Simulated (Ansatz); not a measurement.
Zn2NCl:
```
Zn2NCl
1.0
    6.11566     0.00000     0.00000
    0.00000     7.40334     0.00000
    0.00000     0.00000     5.94723
Zn N Cl
8 4 4
Direct
  0.38967   0.33236   0.86521
  0.61033   0.66764   0.36521
  0.11033   0.83236   0.36521
  0.88967   0.16764   0.86521
  0.48161   0.97140   0.67984
  0.51839   0.02860   0.17984
  0.01839   0.47140   0.17984
  0.98161   0.52860   0.67984
  0.58176   0.12871   0.90124
  0.41824   0.87129   0.40124
  0.91824   0.62871   0.40124
  0.08176   0.37129   0.90124
  0.41446   0.38448   0.40959
  0.58554   0.61552   0.90959
  0.08554   0.88448   0.90959
  0.91446   0.11552   0.40959
```

Relaxed with r²SCAN.

Q: Give the Bader charges and basin volumes of the independent atoms, r²SCAN (plane waves, PAW; program Ansatz).

A: 

```tsv
atom	Bader charge (e)	Bader volume (Å³)
Zn1	+1.12	12.3
Zn5	+1.07	13.8
N9	-1.48	14.3
Cl13	-0.72	27.0
```

Space group Pna2_1. The first step of the workflow began from a Materials Project structure, measured or hypothetical; the Crystallography Open Database files this formula in space group No. 33, but the cells were not matched. Its standing as an ambient phase is unchecked. The r²SCAN relaxation kept the symmetry of its start; its stability against distortions is not shown here.

Potentials: the later of the program's two PAW sets.
